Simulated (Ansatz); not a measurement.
With plane-wave PAW PBEsol (Ansatz code), GaAs in the hexagonal phase (P6_222; Ga on 3d, As on 3c) relaxes to a = 4.018 Å, c = 8.782 Å. Against the elements it lies at -0.15 eV/atom, with no fitted shifts.

Electronic character: no gap, with almost no states at the Fermi level (zero-gap or semimetallic).

The bulk modulus is 739 kbar.

The start of the workflow was typed in or built on a structure type; neither database checked (COD, Materials Project) lists it. It is not the phase usual at ambient conditions (space group No. 216). Symmetry was held in the PBEsol relaxation; whether a distortion lowers the energy is not shown. The references are the lowest solids computed at this level, not always the standard phases. Scalar-relativistic: spin–orbit coupling is off unless named, which matters more the heavier the elements.

Potentials: the earlier of the program's two PAW sets. The files were generated under PBE; for other functionals the program regenerates the frozen cores, and for LDA and PBEsol the local potential too.
